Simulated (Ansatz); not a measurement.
**Two inputs for CO2**

This input was run with Ansatz:

```yaml
crystal:
  lattice:
    - [5.63, 0.0, 0.0]
    - [0.0, 5.63, 0.0]
    - [0.0, 0.0, 5.63]
  atoms:
    - { symbol: C, position: [0.0, 0.0, 0.0] }
    - { symbol: C, position: [0.5, 0.0, 0.5] }
    - { symbol: C, position: [0.5, 0.5, 0.0] }
    - { symbol: C, position: [0.0, 0.5, 0.5] }
    - { symbol: O, position: [0.1198097946, 0.1198097946, 0.1198097946] }
    - { symbol: O, position: [0.3801902054, 0.8801902054, 0.6198097946] }
    - { symbol: O, position: [0.6198097946, 0.3801902054, 0.8801902054] }
    - { symbol: O, position: [0.8801902054, 0.6198097946, 0.3801902054] }
    - { symbol: O, position: [0.8801902054, 0.8801902054, 0.8801902054] }
    - { symbol: O, position: [0.6198097946, 0.1198097946, 0.3801902054] }
    - { symbol: O, position: [0.3801902054, 0.6198097946, 0.1198097946] }
    - { symbol: O, position: [0.1198097946, 0.3801902054, 0.6198097946] }
kpoints:
  mp_grid: { grid: [4, 4, 4] }
scf:
  occupations: { method: fermi_dirac, width: 0.02 }
hamiltonian:
  xc: r2scan
  pseudopotentials: { kind: paw }
output:
  forces: true
  stress: true
  populations: true
  efg: { quadrupole_moments_barn: { O: -0.02558 }, contact_densities: true }
```

It converged. Of its output the block on the nuclei alone is shown, without the SCF iterations, energies, forces and stress (one atom of each set):

```
--- PAW observables at the nuclei: V_zz in 10²¹ V/m², potentials from the cell's mean, atoms counted from 1 ---
  atom   1  C  V_zz =    -3.550755   η = 0.0000   by run symmetry: allowed
            electrostatic potential = -403.737616 V   contact ρ = 866.948420 e/Å³
  atom   5  O  V_zz =    +7.729922   η = 0.0000   by run symmetry: allowed   C_q = -4.7811 MHz
            electrostatic potential = -613.567151 V   contact ρ = 2154.488589 e/Å³
```

**Question.** Can these gradients be trusted, and how do they compare with a run on standard settings?

**Answer.** As results of these settings, within the limits told below. Against the standard input the change is `hamiltonian.xc`: pbe → r2scan. A site carries the number of its first atom; V_zz in 10²¹ V/m².

```csv
site,V_zz standard,η standard,V_zz here,η here
C,-2.92,0.00,-3.55,0.00
O,7.17,0.00,7.73,0.00
```

The largest change of V_zz is on C, from -2.92 to -3.55. In per cent, |V_zz| changes by +21 on C, +8 on O (all sites that start above 0.5). The cutoff that the program takes moves with it, from 420 to 500 eV. At these positions, which the reference run relaxed to, the changed run has forces up to 0.8 eV/Å, so its atoms aren't at their own equilibrium.

On the reference run: The database entry as given showed forces above 3 eV/Å or a pressure above 30 GPa, though relaxing it moves no atom far.
